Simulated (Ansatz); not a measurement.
Is this Mg4Se structure a true minimum?

It was reached by relaxing an invented guess, and it needn't be the stable form of this composition.

These are results of DFT PBE, scalar-relativistic, plane waves, PAW (Ansatz 0.2.0), not measurements. Settings: cutoff 420 eV, Γ-centred mesh 8×8×8 on the computed 5-atom cell, Gaussian smearing of 0.10 eV; no spin polarisation.

The cell below (5 atoms, space group P-43m (No. 215)) is relaxed within its symmetry.

```
Mg Se
1.0
     5.10838    0.00000    0.00000
     0.00000    5.10838    0.00000
     0.00000    0.00000    5.10838
Mg Se
4 1
Direct
  0.28946 0.28946 0.28946
  0.71054 0.71054 0.28946
  0.28946 0.71054 0.71054
  0.71054 0.28946 0.71054
  0.00000 0.00000 0.00000
```

For the test a repeat of it with 10 atoms (edges 5.11, 5.11, 10.22 Å) was strained at random (σ = 1.5 % a component), the atoms were moved at random (σ = 0.05 Å), and all was relaxed again on a coarse 4×4×2 mesh (in the run’s order of axes) with 0.20 eV smearing, with no symmetry imposed.

Question: What happens?

Answer: It returns, within 1 meV/atom of the unmoved cell on that mesh and with the same symmetry when read at 0.1 Å (P1 at 0.01 Å, so small strains and shifts remain). So it is stable against the distortions that fit this cell and that this random move excites. Modes that don't fit the cell aren't tested. Another cell of Mg4Se relaxed alike, in P-3m1, lies 127 meV/atom lower, so this cell isn't the stable form at this level.
